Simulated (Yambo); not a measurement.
Li4WO5 (space group I4, No. 79), G0W0@LDA (Yambo, plasmon pole, terminator in G, 4×4×4 mesh): gap (0.25, -0.25, 0.25) → X in eV by bands and screening block.

```json
[
 {"bands (W and G)": "39", "2 Ry": "[?]", "3 Ry": "6.07", "4 Ry": "[?]", "5 Ry": "5.99", "6 Ry": "5.95"},
 {"bands (W and G)": "51", "2 Ry": "5.99", "3 Ry": "5.75", "4 Ry": "5.70", "5 Ry": "5.70", "6 Ry": "[?]"},
 {"bands (W and G)": "67", "2 Ry": "5.84", "3 Ry": "5.60", "4 Ry": "5.54", "5 Ry": "5.55", "6 Ry": "5.51"},
 {"bands (W and G)": "86", "2 Ry": "5.78", "3 Ry": "5.54", "4 Ry": "5.49", "5 Ry": "5.49", "6 Ry": "5.46"},
 {"bands (W and G)": "106", "2 Ry": "5.75", "3 Ry": "5.51", "4 Ry": "5.46", "5 Ry": "5.46", "6 Ry": "5.43"}
]
```

Question: Estimate the withheld gaps from their neighbours; the computed values follow.

Answer: 
- 39, 2 Ry: 6.30
- 39, 4 Ry: 6.00
- 51, 6 Ry: 5.66

The largest settings aren't shown to be the converged limit.

Spin-orbit coupling is not included.

Geometry of the Materials Project entry, not relaxed at this level; primitive cell a = b = c = 5.0593 Å, α = β = 99.48°, γ = 132.12°.

The structure is a Materials Project entry; no match was found in the copy of COD used, and its stability was not checked.
